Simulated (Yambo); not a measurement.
Yambo run on CsPbBr₃ (cubic perovskite, space group Pm-3m, No. 221). The wavefunctions are norm-conserving PBE (stringent potentials; Quantum ESPRESSO, 88 Ry, scalar-relativistic) ones on a 2×2×2 mesh (41 occupied bands); a = 5.878 Å, b = 5.878 Å, c = 5.878 Å, α = 90.00°, β = 90.00°, γ = 90.00°.

Yambo input:

```
rim_cut
gw0
dyson
el_el_corr
HF_and_locXC
ppa
em1d
RandQpts= 1000000
RandGvec= 1 Ry
EXXRLvcs= 88 Ry
VXCRLvcs= 352 Ry
Chimod= "HARTREE"
% BndsRnXp
 20 | 581 |
%
NGsBlkXp= 7 Ry
% LongDrXp
 1.0 | 1.0 | 1.0 |
%
PPAPntXp= 27.2114 eV
% GbndRnge
 1 | 581 |
%
GTermKind= "BG"
DysSolver= "n"
ExtendOut
% QPkrange
 4 | 4 | 41 | 42 |
%
```

k points by index: 4 = R.

Table of the .qp output:

```
#    K-point    Band    Eo [eV]    E [eV]    E-Eo [eV]    Vxc [eV]    Vnlxc [eV]    Sc|Eo [eV]    Sc|E [eV]    dSc/dw|Eo [eV]    Re(Z)    Im(Z)
#
    4    41    0.000000    -1.438190    -1.438190    -15.77813    -19.04101    1.474100    1.824685    -6.632713    0.804019    -0.001439
    4    42    1.560024    1.833834    0.273810    -10.56881    -6.777673    -3.457043    -3.517332    -5.988885    0.819611    -0.001385
```
(The two width columns are left out.) Convergence of these settings isn't established.

Spin-orbit coupling is not included.

Geometry relaxed with PBEsol.
